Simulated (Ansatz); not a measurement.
In$_{3}$Se: computed properties

All numbers below come from Ansatz, DFT PBE, scalar-relativistic, plane waves, PAW.

Settings: cutoff 420 eV, Γ-centred mesh 12×12×6 on the computed 4-atom cell, Gaussian smearing of 0.10 eV; no spin polarisation.

The structure is relaxed at this level of theory with its symmetry kept, and needn't be the ground state of this composition.

```cif
data_structure
_symmetry_space_group_name_H-M 'P-3m1'
_symmetry_Int_Tables_number 164
_cell_length_a 4.0159
_cell_length_b 4.0159
_cell_length_c 8.2266
_cell_angle_alpha 90.000
_cell_angle_beta 90.000
_cell_angle_gamma 120.000
_cell_volume 114.90
loop_
_atom_site_label
_atom_site_type_symbol
_atom_site_symmetry_multiplicity
_atom_site_Wyckoff_symbol
_atom_site_fract_x
_atom_site_fract_y
_atom_site_fract_z
_atom_site_occupancy
In1 In 1 b 0.00000 0.00000 0.50000 1
In2 In 2 d 0.33333 0.66667 0.22231 1
Se1 Se 1 a 0.00000 0.00000 0.00000 1
```

| Item | Value |
| --- | --- |
| Space group | P-3m1 (No. 164) |
| Volume per atom | 28.73 Å³ |
| Formation energy from the elements' standard states (uncorrected) | -0.172 eV/atom |
| Kohn–Sham band gap | none (metal) |
| Density of states at the Fermi level | 1.8 states/eV per cell |
| Orbital (Löwdin) character within 0.5 eV of the Fermi level | In 5p 61 %, In 5s 22 %, Se 4p 13 % |
| Bader charge by site (e) | In (1 in the cell) 0.08, In (2 in the cell) 0.38, Se (1 in the cell) -0.84 |

The cell was found from a structure generator's guess, not taken from experiment. Löwdin shares on free-atom orbitals overweight diffuse shells.
